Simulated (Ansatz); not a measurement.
# Lattice vibrations of Cu at Γ at 3 GPa

Theory: DFT PBEsol, scalar-relativistic, plane waves, PAW in Ansatz 0.2.0. Plane waves to 420 eV; Γ-centred k mesh 18×18×10; Fermi-Dirac smearing of 0.15 eV. No spin polarisation. Phonons by linear response, acoustic sum rule imposed.

The cell, relaxed at 3 GPa:
```
Cu
1.0
     2.50295    0.00000    0.00000
    -1.25148    2.16762    0.00000
     0.00000    0.00000    4.10497
Cu
2
Direct
  0.33333 0.66667 0.25000
  0.66667 0.33333 0.75000
```

In a metal, frequencies and elastic constants depend on the k mesh and the smearing, soft modes and shear constants most.

Question: Is this structure stable against zone-centre distortions?

Answer: Yes, at Γ: no optical mode is imaginary. Strains and other wave vectors aren't tested by this run.

Question: List the optical modes at Γ (i marks imaginary ones).

Answer:
```csv
frequency (meV),degeneracy
14.3,2
33.6,1
```

This form isn't the element's structure at ambient conditions.

Cost: 1 run of about 1.4 core-minutes, on Arm Neoverse V1 (shared hosts).